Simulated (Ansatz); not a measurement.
Sn (β-Sn type, I4_1/amd), a = b = 5.8056 Å, c = 3.1061 Å, α = β = γ = 90.00°; the cell used has 2 atoms.

Relaxed with LDA.

Problem. Which orbitals make up the states near the Fermi level in LDA (plane waves, PAW; program Ansatz)?

Solution. Within 0.5 eV of the Fermi level: Sn 5p 82 %, Sn 5s 16 %. Projections are on Löwdin-orthogonalised atomic valence shells; empty p or d shells of many metals are not among them.

Problem. Tabulate the density of states.

Solution. States/eV per cell of 2 atoms, in 0.25 eV bins, energy from the Fermi level.

| E (eV) | total | Sn 5p | Sn 5s |
|---|---|---|---|
| -7.85 | 0.80 | 0.25 | 0.54 |
| -7.60 | 0.86 | 0.26 | 0.59 |
| -7.35 | 0.86 | 0.26 | 0.59 |
| -7.10 | 0.91 | 0.26 | 0.64 |
| -6.85 | 0.99 | 0.25 | 0.73 |
| -6.60 | 0.78 | 0.20 | 0.57 |
| -6.35 | 0.50 | 0.17 | 0.33 |
| -6.10 | 0.47 | 0.16 | 0.31 |
| -5.85 | 0.49 | 0.17 | 0.32 |
| -5.60 | 0.53 | 0.18 | 0.35 |
| -5.35 | 0.69 | 0.28 | 0.41 |
| -5.10 | 0.47 | 0.18 | 0.29 |
| -4.85 | 0.43 | 0.19 | 0.23 |
| -4.60 | 0.44 | 0.24 | 0.20 |
| -4.35 | 0.44 | 0.26 | 0.17 |
| -4.10 | 0.48 | 0.32 | 0.15 |
| -3.85 | 0.73 | 0.57 | 0.15 |
| -3.60 | 0.86 | 0.70 | 0.15 |
| -3.35 | 0.90 | 0.74 | 0.15 |
| -3.10 | 0.88 | 0.72 | 0.15 |
| -2.85 | 0.88 | 0.72 | 0.15 |
| -2.60 | 0.91 | 0.75 | 0.15 |
| -2.35 | 0.93 | 0.79 | 0.13 |
| -2.10 | 1.02 | 0.89 | 0.11 |
| -1.85 | 1.09 | 0.97 | 0.11 |
| -1.60 | 1.20 | 1.06 | 0.12 |
| -1.35 | 1.32 | 1.18 | 0.12 |
| -1.10 | 1.21 | 1.08 | 0.11 |
| -0.85 | 1.08 | 0.95 | 0.11 |
| -0.60 | 1.00 | 0.86 | 0.12 |
| -0.35 | 0.95 | 0.80 | 0.13 |
| -0.10 | 0.92 | 0.76 | 0.14 |
| 0.15 | 0.91 | 0.74 | 0.15 |
| 0.40 | 0.92 | 0.73 | 0.16 |
| 0.65 | 0.95 | 0.74 | 0.18 |
| 0.90 | 0.99 | 0.76 | 0.19 |
| 1.15 | 0.92 | 0.70 | 0.18 |
| 1.40 | 0.88 | 0.67 | 0.16 |
| 1.65 | 0.93 | 0.72 | 0.17 |
| 1.90 | 1.00 | 0.77 | 0.18 |
| 2.15 | 0.97 | 0.75 | 0.17 |
| 2.40 | 1.01 | 0.78 | 0.16 |
| 2.65 | 1.13 | 0.87 | 0.16 |
| 2.90 | 1.19 | 0.92 | 0.14 |
| 3.15 | 1.15 | 0.85 | 0.12 |
| 3.40 | 1.22 | 0.88 | 0.11 |
| 3.65 | 1.28 | 0.92 | 0.11 |
| 3.90 | 1.42 | 1.02 | 0.11 |
| 4.15 | 1.63 | 1.20 | 0.11 |
| 4.40 | 1.54 | 1.11 | 0.11 |
| 4.65 | 1.42 | 1.03 | 0.09 |

The cell was relaxed with LDA under the symmetry of its start. Axis ratios of metals converge slowly with the k-mesh, so a and c are less sure than the volume. Scalar-relativistic: spin–orbit coupling is off unless named, which matters more the heavier the elements.

Potentials: the later of the program's two PAW sets.
